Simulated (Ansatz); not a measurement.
## Straining Au

Theory: Ansatz 0.2.0, DFT r2SCAN, scalar-relativistic, plane waves, PAW. Settings: 500 eV cutoff, 16×16×16 k-mesh, Gaussian smearing of 0.10 eV, no spin polarisation.

Reference structure (relaxed):

```xyz
2
Lattice="3.2754 0.0000 0.0000 0.0000 3.2754 0.0000 0.0000 0.0000 3.2754" Properties=species:S:1:pos:R:3 pbc="T T T"
Au    0.0000    0.0000    0.0000
Au    1.6377    1.6377    1.6377
```

Deformation: biaxial strain in the a-b plane, with the length and tilt of c and the atoms relaxed, all within the symmetry that the strain leaves. Energies are extrapolated to zero smearing. Stress is positive in compression, on the Cartesian axes of the cell above. The reference was relaxed within its own symmetry and isn't a minimum along this strain. On this cell's mesh the reference holds a stress of up to 0.35 GPa.

Spin–orbit coupling is left out, which can shift energies with elements as heavy as these.

```tsv
strain (%)	ΔE (meV/atom)	a (Å)	b (Å)	c (Å)	σxx (GPa)	σyy (GPa)	σzz (GPa)
-6.0	-8.3	3.079	3.079	3.726	-1.01	-1.01	0.00
-4.0	-3.9	3.144	3.144	3.572	-0.86	-0.86	0.00
-2.0	0.0	3.210	3.210	3.426	-0.57	-0.57	0.00
+0.0	0.0	3.275	3.275	3.275	0.35	0.35	0.35
+2.0	-0.9	3.341	3.341	3.146	0.56	0.56	0.00
+4.0	-3.7	3.406	3.406	3.023	1.06	1.06	0.00
```

This bcc form isn't the element's structure at ambient conditions.